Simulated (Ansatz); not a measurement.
Te (trigonal-Te type, space group P3_121)

```
Te
1.0
    4.62412     0.00000     0.00000
   -2.31206     4.00460     0.00000
    0.00000     0.00000     5.90339
Te
3
Cartesian
  1.17154   0.00000   1.96780
 -0.58577   1.01458   3.93559
  1.72629   2.99002   0.00000
```

The slice is a (-1 1 0 2) plane (indices of the conventional cell) through the point (0.253, 0.000, 0.333) (fractional), spanned by u = [110] and v = [1 -1 1] in vectors of this cell: u (4.62 Å) and v (9.95 Å, at 90° to u). It covers one period; positions are fractions (u, v).

The numbers are results of r2SCAN (plane waves to 500 eV, PAW, scalar-relativistic; Ansatz, a program for electronic structure), not measurements. k mesh 8×8×6. Near the nuclei the fields are pseudised (PAW); where an atom keeps semicore shells as valence, they peak there. Spin-orbit coupling is left out, though Te is heavy. Te was relaxed with its symmetry unable to fall.

Question: Sketch the electrostatic potential energy of an electron, from the cell's mean on this plane as a map.

Answer: 
```
|xxxxxx--%%@@%%##::xxxx|
|xxxx  **%%##**++--  xx|
|  ::**%%##++..  ..--..|
|##%%@@@@##::      --**|
|@@@@@@@@##..  xx  --##|
|@@@@@@@@##==      ++%%|
|@@@@@@@@%%##++==++##%%|
|@@@@@@@@@@@@%%%%%%%%@@|
|%%@@@@@@@@@@@@@@@@@@@@|
|%%%%%%@@@@@@@@@@@@@@%%|
|######%%@@@@@@@@@@@@%%|
|**++++##%%@@@@@@@@@@%%|
|**++++**%%%%%%@@@@@@%%|
|##********++++##%%@@%%|
|%%####==        **%%@@|
|@@%%**  xxxxxxxx..%%@@|
|@@@@**  xxxxxxxx  **@@|
|@@@@##  xxxxxxxx  **@@|
|@@@@%%--  xxxx  ::##@@|
|%%%%%%##--    ::**%%%%|
|  ::++%%%%######%%**--|
|xxxx  **%%@@@@@@**  xx|
|xxxxxx--%%@@@@%%--xxxx|
|xxxxxx..%%@@@@##..xxxx|
```
Scale: ten equal steps from -4.00 (start of ' ') to 4.34 (end of '@'), in the order ' .:-=+*#%@'. Values: electrostatic potential energy of an electron, from the cell's mean, in eV. The map has 11 points along u (two characters each, u = 0 at the left) and 24 along v (v = 0 in the bottom row). Points within 1 Å of a nucleus are blanked (x), as the pseudised field means little there. Values under -4 eV are set to -4. The zero, the cell's mean, hangs on the PAW cores.
